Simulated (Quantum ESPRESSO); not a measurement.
MgAl3N3O, a curve over strain

Computed values, not a measurement. The program is pw.x of Quantum ESPRESSO 7.5 (plane-wave density functional theory). The cell is made up: 8 atoms on a rocksalt lattice, with randomly drawn elements, strain and displacements, not relaxed. PseudoDojo standard norm-conserving files (v0.5 for PBE, v0.4.1 for LDA and PBEsol) set the functional; there is no spin polarisation, spin-orbit coupling or dispersion term, and the masses in the input are unused placeholders.

Seven runs add a strain to one cell (shear xy, as the tensor component); the atoms follow the cell and are not relaxed. Stress in the table is positive in tension.

Input of the run at -0.0022:

```
&control calculation='scf', pseudo_dir='./dojo.nc.sr.pbe.v0_5.standard.upf', outdir='./o', disk_io='medium', tprnfor=.true., tstress=.true. /
&system ibrav=0, nat=8, ntyp=4, nbnd=26, ecutwfc=84.00895049, nosym=.true., tot_charge=0,
 occupations='smearing', smearing='fd', degauss=0.0018374661
/
&electrons conv_thr=7.350e-09, electron_maxstep=60, /
ATOMIC_SPECIES
Al 1.0 Al.upf
Mg 1.0 Mg.upf
N 1.0 N.upf
O 1.0 O.upf
CELL_PARAMETERS angstrom
4.0828 -0.0197 0.047
-0.0199 4.165 -0.0597
0.0471 -0.0598 4.1077
ATOMIC_POSITIONS angstrom
Mg -0.1419 -0.1249 0.0241
Al -0.0792 2.1184 2.059
Al 2.219 -0.1815 2.002
Al 2.0992 2.1006 0.031
N 1.8734 -0.1071 0.1629
N 2.0852 1.9164 2.1418
N 4.2042 0.0361 2.0162
O 4.0204 2.118 0.0155
K_POINTS automatic
4 4 4 1 1 1
```

| added strain | free energy less that of the input shown (eV) | stress xx (GPa) | stress yy (GPa) | stress zz (GPa) | stress xy (GPa) | pressure (GPa) | next band up at Gamma (eV) | iterations |
| --- | --- | --- | --- | --- | --- | --- | --- | --- |
| -0.0201 | 0.0872 | -12.12 | 3.80 | -13.88 | -9.92 | 7.40 | 2.219 | 11 |
| -0.0107 | 0.0244 | -11.64 | 3.90 | -14.08 | -5.36 | 7.27 | 2.219 | 11 |
| -0.0022 | 0.0000 | -11.34 | 3.83 | -14.19 | -1.25 | 7.23 | 2.210 | 11 |
| +0.0034 | 0.0001 | -11.20 | 3.72 | -14.21 | 1.46 | 7.23 | 2.199 | 11 |
| +0.0154 | 0.0460 | -11.11 | 3.23 | -14.18 | 7.24 | 7.35 | 2.165 | 11 |
| +0.0185 | 0.0673 | -11.11 | 3.06 | -14.15 | 8.74 | 7.40 | 2.153 | 11 |

Question: one run is left out of the table, at -0.0059. Estimate its stress xy (GPa).

Answer: -3.04. The whole row:

```
added strain  free energy less that of the input shown (eV)  stress xx (GPa)  stress yy (GPa)  stress zz (GPa)  stress xy (GPa)  pressure (GPa)  next band up at Gamma (eV)  iterations
     -0.0059                                         0.0063           -11.45             3.88           -14.14            -3.04            7.24                       2.214          11
```

A cubic fit gives a slope of stress xy against the added strain of 483 GPa at zero added strain, with the atoms clamped. Across the table the free energy follows the integral of the stress to within 0.7 meV. A rerun of one of the cells at 1437 eV and a 6 x 6 x 6 mesh moved values by no more than 0.004 eV in energy, 0.02 GPa in stress and 0.007 eV/Å in force. The band column is the level of band 21 at Gamma less that of band 20, whose number is half the electron count, rounded up; it comes from a band step after each run.